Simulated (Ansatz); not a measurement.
YHg2 (space group P6/mmm)

```yaml
crystal:
  lattice:
    - [4.83104, 0.00000, 0.00000]
    - [-2.41552, 4.18380, 0.00000]
    - [0.00000, 0.00000, 3.41948]
  atoms:
    - { symbol: Y, position: [0.00000, 0.00000, 0.00000] }
    - { symbol: Hg, position: [0.33333, 0.66667, 0.50000] }
    - { symbol: Hg, position: [0.66667, 0.33333, 0.50000] }
```

The slice is a (-1 1 0 0) plane (indices of the conventional cell) through the point (0.000, 0.000, 0.000) (fractional), spanned by u = [001] and v = [110] in vectors of this cell: u (3.42 Å) and v (4.83 Å, at 90° to u). It covers one period; positions are fractions (u, v).

These are PBEsol (plane waves to 420 eV, PAW, scalar-relativistic; Ansatz, a first-principles code) values and carry that method's errors. k mesh 11×11×14. These are valence fields of a PAW run, semicore shells included where kept as valence: close to a nucleus they are smooth pseudo fields. Spin-orbit coupling is left out, though Hg is heavy. YHg2 is run without spin polarisation. YHg2 was relaxed with its symmetry unable to fall.

**Question.** Predict the map of the valence electron density on the slice.

**Answer.** 
| v \ u | 0.00 | 0.10 | 0.20 | 0.30 | 0.40 | 0.50 | 0.60 | 0.70 | 0.80 | 0.90 |
|---|---|---|---|---|---|---|---|---|---|---|
| 0.93 | 0.6 | 0.5 | 0.2 | -0.4 | -0.9 | -1.0 | -0.9 | -0.4 | 0.2 | 0.5 |
| 0.86 | 0.3 | 0.2 | -0.2 | -0.7 | -0.9 | -1.0 | -0.9 | -0.7 | -0.2 | 0.2 |
| 0.79 | -0.4 | -0.5 | -0.7 | -0.9 | -0.9 | -0.9 | -0.9 | -0.9 | -0.7 | -0.5 |
| 0.71 | -1.0 | -1.0 | -0.9 | -0.9 | -0.8 | -0.8 | -0.8 | -0.9 | -0.9 | -1.0 |
| 0.64 | -1.1 | -1.1 | -0.9 | -0.8 | -0.7 | -0.6 | -0.7 | -0.8 | -0.9 | -1.1 |
| 0.57 | -1.1 | -1.1 | -0.9 | -0.7 | -0.6 | -0.5 | -0.6 | -0.7 | -0.9 | -1.1 |
| 0.50 | -1.1 | -1.1 | -0.9 | -0.7 | -0.5 | -0.5 | -0.5 | -0.7 | -0.9 | -1.1 |
| 0.43 | -1.1 | -1.1 | -0.9 | -0.7 | -0.6 | -0.5 | -0.6 | -0.7 | -0.9 | -1.1 |
| 0.36 | -1.1 | -1.1 | -0.9 | -0.8 | -0.7 | -0.6 | -0.7 | -0.8 | -0.9 | -1.1 |
| 0.29 | -1.0 | -1.0 | -0.9 | -0.9 | -0.8 | -0.8 | -0.8 | -0.9 | -0.9 | -1.0 |
| 0.21 | -0.4 | -0.5 | -0.7 | -0.9 | -0.9 | -0.9 | -0.9 | -0.9 | -0.7 | -0.5 |
| 0.14 | 0.3 | 0.2 | -0.2 | -0.7 | -0.9 | -1.0 | -0.9 | -0.7 | -0.2 | 0.2 |
| 0.07 | 0.6 | 0.5 | 0.2 | -0.4 | -0.9 | -1.0 | -0.9 | -0.4 | 0.2 | 0.5 |
| 0.00 | 0.5 | 0.6 | 0.3 | -0.3 | -0.9 | -1.0 | -0.9 | -0.3 | 0.3 | 0.6 |

Values: log₁₀ of the valence density in e/Å³. The scale is logarithmic, as a density can span decades between atoms and voids.
